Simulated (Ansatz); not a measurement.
GaSb (started from an entry of an open crystallographic database), relaxed with r2SCAN, was run in Ansatz 0.2.0 under altered settings. All numbers are computed, without spin polarisation but where a row says otherwise.

```yaml
crystal:
  lattice:
    - [0.00000, 3.06588, 3.06588]
    - [3.06588, 0.00000, 3.06588]
    - [3.06588, 3.06588, 0.00000]
  atoms:
    - { symbol: Ga, position: [0.00000, 0.00000, 0.00000] }
    - { symbol: Sb, position: [0.25000, 0.25000, 0.25000] }
```

The base run's other keys:
```yaml
kpoints:
  mp_grid: { grid: [4, 4, 4] }
hamiltonian:
  xc: hse06
scf:
  occupations: { method: fermi_dirac, width: 0.02 }
  n_extra_bands: 4
```

It takes 15 iterations with 1139 plane waves at 420 eV and 8 k points, and leaves a mean stress of +0.41 GPa. The gap over this mesh is 0.827 eV. It ran on 4 threads of Arm Neoverse N1, on a shared host.

Outcomes, with energy and stress as changes against the base:
```
                                  setting    outcome  ΔF (meV/atom)  Δ mean stress (GPa)  gap on the mesh (eV)  iterations  wall time
    PBE hybrid, exx coeff 0.5, unscreened  converged              –                 -1.9                 3.107          29       14 s
PBE hybrid, exx coeff 0.35, omega 0.3 1/Å  converged              –                 -0.3                 0.964          19       13 s
                scf.exx.ecutfock_ratio: 2  converged           +0.1                  0.0                 0.827          15       11 s
                     hamiltonian.xc: pbe0  converged              –                 -0.2                 1.462          21       11 s
               scf.occupations: cold 0.05  converged            0.0                  0.0                 0.827          16       11 s
```
A dash marks a value that wasn't obtained or can't be compared. Stress is positive in compression. The base took 11 s.

- PBE hybrid, exx coeff 0.5, unscreened. That is 50 % exact exchange, at all ranges, against HSE06's 25 % screened at 0.208 1/Å. The mean stress moves by -1.9 GPa and the gap on the mesh by +2.280 eV (to 3.107). Totals of different functionals aren't comparable.
- PBE hybrid, exx coeff 0.35, omega 0.3 1/Å. That is 35 % exact exchange, screened with ω = 0.3 1/Å, against HSE06's 25 % screened at 0.208 1/Å. The mean stress moves by -0.3 GPa and the gap on the mesh by +0.137 eV (to 0.964). Totals of different functionals aren't comparable.
- hamiltonian.xc: pbe0. The mean stress moves by -0.2 GPa and the gap on the mesh by +0.635 eV (to 1.462). It's another functional on the same cell, so totals aren't comparable.

Within 1 meV an atom, 0.1 GPa and 0.005 eV of the base stay: scf.exx.ecutfock_ratio: 2; scf.occupations: cold 0.05.

No spin-orbit coupling is included; it can move band edges with weight on the heavy atoms by tenths of an eV.

The program warns that its thresholds are loose for a hybrid's stress.

The meshes of the hybrids are coarse, so their gaps aren't converged to the digits shown.
